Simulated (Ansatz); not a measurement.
# ScPd3N: computed property card

ScPd3N:
```cif
data_NPd3Sc
_chemical_formula_sum 'Sc1 Pd3 N1'
_space_group_name_H-M_alt 'Pm-3m'
_space_group_IT_number 221
_space_group_name_Hall '-P 4 2 3'
_cell_length_a 4.20331
_cell_length_b 4.20331
_cell_length_c 4.20331
_cell_angle_alpha 90.000
_cell_angle_beta 90.000
_cell_angle_gamma 90.000
loop_
_atom_site_label
_atom_site_type_symbol
_atom_site_symmetry_multiplicity
_atom_site_Wyckoff_symbol
_atom_site_fract_x
_atom_site_fract_y
_atom_site_fract_z
_atom_site_occupancy
Sc1 Sc 1 a 0.00000 0.00000 0.00000 1
Pd1 Pd 3 c 0.00000 0.50000 0.50000 1
N1 N 1 b 0.50000 0.50000 0.50000 1
```

Space group Pm-3m (No. 221), anti-perovskite; conventional cell a = 4.203 Å, b = 4.203 Å, c = 4.203 Å, α = 90.00°, β = 90.00°, γ = 90.00°.

Method: plane-wave PAW PBE (Ansatz code). Structure relaxed to zero pressure with the same functional. Other levels are named where they apply.

### Cell and energy

- Volume per atom = 14.85 Å³
- Density = 8.46 g/cm³
- Formation energy from the elements (no fitted shifts) = -204 meV/atom

### Electronic structure

Electronic character: metallic (no gap)
Density of states at the Fermi level: 0.35 states/eV per atom (mean over ±0.08 eV)
Gap with spin–orbit coupling: none (metallic)

### Mechanics

* **Bulk modulus (Birch–Murnaghan fit)**: 159 GPa
* **Pressure derivative B′**: 4.9

The start of the workflow was typed in or built on a structure type; neither database checked (COD, Materials Project) lists it. Its standing as an ambient phase is unchecked. The PBE relaxation kept the symmetry of its start; whether a distortion lowers the energy is not shown. The run is not spin-polarised. The references are the lowest solids computed at this level, not always the standard phases (solids in place of the gases). Spin–orbit coupling is left out wherever it is not named.

Potentials: the later of the program's two PAW sets.
